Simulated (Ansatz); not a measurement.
Polymorphs of TaAl, each relaxed with PBE (plane waves, PAW; program Ansatz):

A: L1₀ or tetragonal B2 (P4/mmm)
a = b = 2.835 Å, c = 4.185 Å, α = β = γ = 90.00°

```json
[
 {"atom": "Ta", "site": "1a", "symmetry": "4/mmm", "x": "0.0000", "y": "0.0000", "z": "0.0000"},
 {"atom": "Al", "site": "1d", "symmetry": "4/mmm", "x": "0.5000", "y": "0.5000", "z": "0.5000"}
]
```

B: rock salt (Fm-3m)
a = b = c = 5.284 Å, α = β = γ = 90.00°

```
atom  site  symmetry       x       y       z
----  ----  --------  ------  ------  ------
Ta      4a      m-3m  0.0000  0.0000  0.0000
Al      4b      m-3m  0.5000  0.5000  0.5000
```

C: CsCl type (Pm-3m)
a = 3.225 Å, b = 3.225 Å, c = 3.225 Å, α = 90.00°, β = 90.00°, γ = 90.00°

| atom | site | symmetry | x | y | z |
|---|---|---|---|---|---|
| Ta | 1a | m-3m | 0.0000 | 0.0000 | 0.0000 |
| Al | 1b | m-3m | 0.5000 | 0.5000 | 0.5000 |

Order them by energy per atom at 0 K (lowest first) at the level PBE.

A (+0 meV/atom), C (+312 meV/atom), B (+719 meV/atom)

Typed or built starts, not in the databases checked: A; B; C. All cells were relaxed under the symmetry of their starts (and spin orders); stability against distortions was not tested throughout. Rows with no word on spin ran without spin polarisation. Scalar-relativistic: spin–orbit coupling is off unless named, which matters more the heavier the elements.

Energies hold the estimated change up to a 700 eV cutoff; steps of a few meV lie near the error of the meshes.

Potentials: the earlier of the program's two PAW sets.
